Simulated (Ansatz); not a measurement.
Input and command of a plane-wave DFT calculation in Ansatz:

```yaml
crystal:
  lattice:
    - [2.0714992968, 1.1959806766, 9.54533]
    - [-2.0714992968, 1.1959806766, 9.54533]
    - [0.0, -2.3919613533, 9.54533]
  atoms:
    - { symbol: Bi, position: [0.4008, 0.4008, 0.4008] }
    - { symbol: Bi, position: [0.5992, 0.5992, 0.5992] }
    - { symbol: Se, position: [0.0, 0.0, 0.0] }
    - { symbol: Se, position: [0.2117, 0.2117, 0.2117] }
    - { symbol: Se, position: [0.7883, 0.7883, 0.7883] }
basis:
  ecutwfc: 420
kpoints:
  mp_grid: { grid: [6, 6, 6] }
hamiltonian:
  xc: pbesol
scf:
  occupations: { method: gaussian, width: 0.1 }
output:
  forces: true
  stress: true
  eigenvalues: true
```

```bash
ansatz run input.yaml --threads 1 --pin off --max-ram 2560MiB --backend cpu --events-out ev --progress --plain --runs-dir out
```

Processor: Intel(R) Xeon(R) Processor @ 2.50GHz (Skylake/Cascade Lake), 1 thread, on a host shared with other jobs.

Estimate time, memory and problem size.

About 24 s on 1 thread of Intel(R) Xeon(R) Processor @ 2.50GHz (Skylake/Cascade Lake), with other jobs on the host, peak memory 0.5 GiB. It solves 47 bands at 32 k points (the mesh reduced by the symmetry that the task leaves, which can be less than the crystal's) with about 2743 plane waves, in 8 SCF iterations.
